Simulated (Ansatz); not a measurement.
Here is the system:

MnN:
```
MnN
1.0
    0.00000     2.10115     2.10115
    2.10115     0.00000     2.10115
    2.10115     2.10115     0.00000
Mn N
1 1
Direct
  0.00000   0.00000   0.00000
  0.75000   0.75000   0.75000
```

This is the PBEsol-relaxed structure.

### Question
All from PBEsol (plane waves, PAW; program Ansatz), unless another level is named. Give the highest zone-centre frequency.

### Answer
509 cm⁻¹.

### Question
What about the bulk modulus (Birch–Murnaghan fit)?

### Answer
296 GPa.

### Question
What about the elastic constants (relaxed ions, GPa)?

### Answer
C11 = 344, C12 = 272, C44 = 0.1.

Space group F-43m (zinc blende). The workflow started from a Materials Project entry (that database holds measured and hypothetical structures alike); the Crystallography Open Database copy checked does not list it. Its standing as an ambient phase is unchecked. Symmetry was held in the PBEsol relaxation; its stability against distortions is not shown here. No spin polarisation was allowed. As this level gives no gap, shear constants depend on the k-mesh and smearing (Fermi–Dirac, 0.1 eV here). As this level gives no gap, phonon frequencies hold no LO–TO term and depend on the k-mesh and smearing (Fermi–Dirac, 0.1 eV here). On the denser mesh and wider smearing of the elastic run this cell carries a stress of 0.5 GPa.

Potentials: the later of the program's two PAW sets.
